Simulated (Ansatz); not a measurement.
Input:

LiTaO3:
```
CELL_PARAMETERS angstrom
      5.31787     0.00000     0.00000
      0.00000     5.31787     0.00000
      0.00000     0.00000     3.88723
ATOMIC_POSITIONS crystal
  Li 0.50000 0.00000 0.50000
  Li 0.00000 0.50000 0.50000
  Ta 0.00000 0.00000 0.00000
  Ta 0.50000 0.50000 0.00000
  O  0.00000 0.00000 0.50000
  O  0.50000 0.50000 0.50000
  O  0.67453 0.17453 0.00000
  O  0.32547 0.82547 0.00000
  O  0.82547 0.67453 0.00000
  O  0.17453 0.32547 0.00000
```

This is the LDA-relaxed structure.

Question: All from DFT-LDA in the program Ansatz with PAW potentials, unless another level is named. Predict the formation energy from the elements (no fitted shifts).

Answer: -2.74 eV/atom.

Question: Give the band gap.

Answer: 2.40 eV (indirect).

Question: And the conduction-band minimum?

Answer: at Γ.

Question: Next, the weight of the conduction-edge state by species (Voronoi cells)?

Answer: Ta 68 %, O 31 %.

Space group P4/mbm. The workflow started from a Materials Project entry (that database holds measured and hypothetical structures alike); the Crystallography Open Database copy checked does not list it. It is not the phase usual at ambient conditions (space group No. 161). The cell was relaxed with LDA under the symmetry of its start. At this level the phase is dynamically unstable (imaginary phonons). No spin polarisation was allowed. The references are the lowest solids computed at this level, not always the standard phases (solids in place of the gases). Spin–orbit coupling is left out wherever it is not named.

Potentials: the later of the program's two PAW sets.
